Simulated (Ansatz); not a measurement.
Ga₄SbP₃ as one 8-atom ordering (R3m) on the zincblende lattice, relaxed with r2SCAN. Around P lie 4 Ga at 2.34–2.41 Å; around P lie 4 Ga at 2.37–2.41 Å; around Sb lie 4 Ga at 2.53–2.64 Å; around Ga lie 4 P at 2.37–2.41 Å; around Ga lie 3 P at 2.41 Å and 1 Sb at 2.64 Å; around Ga lie 1 P at 2.34 Å and 3 Sb at 2.53 Å.

Space group R3m:H (No. 160). a = 3.975 Å, b = 3.975 Å, c = 39.038 Å, α = 90.00°, β = 90.00°, γ = 120.00°
```
atom  site  symmetry       x       y       z
   P    3a        3m  0.0000  0.0000  0.0037
   P    3a        3m  0.6667  0.3333  0.0833
   P    3a        3m  0.3333  0.6667  0.1630
  Sb    3a        3m  0.0000  0.0000  0.2495
  Ga    3a        3m  0.6667  0.3333  0.0226
  Ga    3a        3m  0.3333  0.6667  0.1023
  Ga    3a        3m  0.0000  0.0000  0.1820
  Ga    3a        3m  0.6667  0.3333  0.2769
```

The questions ask for values computed with Ansatz on this geometry. These are computed values for a non-magnetic cell that may be hypothetical; none is a measurement.

Given (8×8×8 mesh): r2SCAN gives a direct gap of 0.18 eV at Γ.

(1) Estimate the gap with PBE on 8×8×8.

(2) How does the gap change from r2SCAN to PBE+SOC (8×8×8)?

(3) What does HSE06 give for the gap (4×4×4 mesh)?

## Answers

(1) With PBE the bands overlap by 0.01 eV (counted from 1, band 41 peaks at Γ and band 42 bottoms out at Γ–T (0.30 of the way from Γ)): no gap.

(2) PBE+SOC gives an indirect gap of 0.116 eV, from T to Γ; the least direct gap is 0.122 eV at T. Least and direct gap differ so little that the kind isn't settled. Spin-orbit coupling itself accounts for +0.12 eV, but from so small a gap the bands have probably crossed and parted again, inverted. The gap differs by -0.06 eV from r2SCAN's.

(3) HSE06 gives a direct gap of 0.58 eV at Γ. The gap differs by +0.40 eV from r2SCAN's.

Only the levels marked +SOC include spin-orbit coupling.

Gaps or overlaps of about a tenth of an eV are at the limit of these meshes: between the points read a gap can be smaller or closed.
